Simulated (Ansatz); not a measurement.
Theory: Ansatz, DFT PBE+D3(BJ), scalar-relativistic, plane waves, PAW. Settings: cutoff 420 eV, Γ-centred meshes spaced at most about 0.3 Å⁻¹, and about 0.25 Å⁻¹ or finer for metals (2π included), Gaussian smearing. No spin polarisation in the final relaxations.

These are static total energies at zero pressure. All come from trial cells, and lower structures may exist.

Task: These unrelaxed guesses for KGe2 are each relaxed within their symmetry. Order them by the energy at which they end, lowest first.
A.

```
K Ge
1.0
    -2.25785    2.25785    6.18020
     2.25785   -2.25785    6.18020
     2.25785    2.25785   -6.18020
K Ge
1 2
Direct
  0.00000 0.00000 0.00000
  0.61894 0.61894 0.00000
  0.38106 0.38106 0.00000
```

B.

```
K Ge
1.0
     2.25785   -6.18020    0.00000
     2.25785    6.18020    0.00000
     0.00000    0.00000    4.51571
K Ge
1 2
Direct
  0.00000 0.00000 0.00000
  0.61894 0.38106 0.50000
  0.38106 0.61894 0.50000
```

Result: B (ends in Cmmm, 0 meV/atom), A (ends in I4/mmm, 32 meV/atom).

Cells relaxed within their symmetry can be saddle points. Some types were kept out of the candidates beforehand, so the set may lack a known form.
